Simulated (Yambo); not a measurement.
Yambo run on PbTe (rock salt, space group Fm-3m, No. 225). The wavefunctions come from this Quantum ESPRESSO step (PBE, PseudoDojo stringent norm-conserving files, scalar-relativistic):

```
&CONTROL
  calculation = 'nscf'
  pseudo_dir = './pseudo'
  outdir = './out'
/
&SYSTEM
  ibrav = 0
  nat = 2
  ntyp = 2
  ecutwfc = 106.6
  ecutrho = 426.4
  occupations = 'fixed'
  force_symmorphic = .true.
  nbnd = 313
/
&ELECTRONS
  conv_thr = 2e-09
  diago_full_acc = .true.
  diago_thr_init = 1e-08
/
ATOMIC_SPECIES
Te 127.6000 Te.upf
Pb 207.2000 Pb.upf
CELL_PARAMETERS angstrom
  0.000000000000   3.219543811000   3.219543811000
  3.219543811000   0.000000000000   3.219543811000
  3.219543811000   3.219543811000   0.000000000000
ATOMIC_POSITIONS crystal
Te   0.000000000000   0.000000000000   0.000000000000
Pb   0.500000000000   0.500000000000   0.500000000000
K_POINTS automatic
4 4 4 0 0 0
```

Yambo input:

```
rim_cut
gw0
dyson
el_el_corr
HF_and_locXC
ppa
em1d
RandQpts= 1000000
RandGvec= 1 Ry
EXXRLvcs= 106.6 Ry
VXCRLvcs= 426.4 Ry
Chimod= "HARTREE"
% BndsRnXp
 9 | 312 |
%
NGsBlkXp= 15 Ry
% LongDrXp
 1.0 | 1.0 | 1.0 |
%
PPAPntXp= 27.2114 eV
% GbndRnge
 1 | 312 |
%
GTermKind= "BG"
DysSolver= "n"
ExtendOut
% QPkrange
 1 | 1 | 23 | 24 |
 3 | 3 | 23 | 24 |
 7 | 7 | 23 | 24 |
 8 | 8 | 23 | 24 |
%
```

k points by index: 1 = Γ, 3 = L, 7 = X, 8 = W.

Table of the .qp output:

```
#    K-point    Band    Eo [eV]    E [eV]    E-Eo [eV]    Vxc [eV]    Vnlxc [eV]    Sc|Eo [eV]    Sc|E [eV]    dSc/dw|Eo [eV]    Re(Z)    Im(Z)
#
    1    23    -1.389828    -2.031282    -0.641454    -12.35495    -14.32621    1.153395    1.329799    -7.482139    0.784333    -0.001504
    1    24    4.088203    3.953878    -0.134326    -11.63694    -7.132915    -4.674658    -4.638352    -7.364130    0.787009    -0.001832
    3    23    0.000000    -0.480243    -0.480243    -13.04806    -13.81070    0.160122    0.282400    -6.927713    0.797072    -0.001377
    3    24    0.715014    0.449887    -0.265127    -10.37587    -7.254005    -3.450732    -3.386991    -6.544324    0.806125    -0.001360
    7    23    -2.862481    -3.574071    -0.711590    -11.34691    -13.98058    1.717610    1.922084    -7.817556    0.776822    -0.001771
    7    24    3.253375    2.914086    -0.339289    -8.315487    -4.739374    -3.995558    -3.915402    -6.431209    0.808834    -0.001542
    8    23    -0.377923    -0.937722    -0.559799    -13.13729    -14.39925    0.554721    0.702163    -7.166105    0.791544    -0.001412
    8    24    1.661107    1.442765    -0.218342    -11.10953    -7.735261    -3.646167    -3.592609    -6.677765    0.802950    -0.001391
```
(The two width columns are left out.) Convergence of these settings isn't established.

Spin-orbit coupling is not included.

Geometry relaxed with PBEsol.
